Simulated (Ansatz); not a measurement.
# Data sheet: Re (DFT)

Re:
```yaml
crystal:
  lattice:
    - [2.75899, 0.00000, 0.00000]
    - [-1.37950, 2.38936, 0.00000]
    - [0.00000, 0.00000, 17.83185]
  atoms:
    - { symbol: Re, position: [0.00000, 0.00000, 0.62503] }
    - { symbol: Re, position: [0.33333, 0.66667, 0.74952] }
    - { symbol: Re, position: [0.00000, 0.00000, 0.87493] }
    - { symbol: Re, position: [0.33333, 0.66667, 0.00000] }
    - { symbol: Re, position: [0.00000, 0.00000, 0.12507] }
    - { symbol: Re, position: [0.33333, 0.66667, 0.25048] }
    - { symbol: Re, position: [0.00000, 0.00000, 0.37497] }
    - { symbol: Re, position: [0.66667, 0.33333, 0.50000] }
```

Space group P-6m2 (No. 187); conventional cell a = b = 2.759 Å, c = 17.832 Å, α = β = 90.00°, γ = 120.00°.

Method: DFT-r²SCAN in the program Ansatz with PAW potentials. Geometry: relaxed at this level of theory. Other levels are named where they apply.

Cell and energy:

- Volume per atom: 14.69 Å³
- Density: 21.04 g/cm³

Electronic structure:

- Electronic character: metallic (no gap)
- Density of states at the Fermi level: 0.68 states/eV per atom (mean over ±0.08 eV)
- Gap with spin–orbit coupling: none (metallic)

Mechanics:

* **Bulk modulus (Birch–Murnaghan fit)**: 388 GPa
* **Pressure derivative B′**: 4.4

The start of the workflow was typed in or built on a structure type; neither database checked (COD, Materials Project) lists it. It is not the phase usual at ambient conditions (space group No. 194). The cell was relaxed with r²SCAN under the symmetry of its start; whether a distortion lowers the energy is not shown. No spin polarisation was allowed. Axis ratios of metals converge slowly with the k-mesh, so a and c are less sure than the volume. Scalar-relativistic: spin–orbit coupling is off unless named, which matters more the heavier the elements.

Potentials: the earlier of the program's two PAW sets.
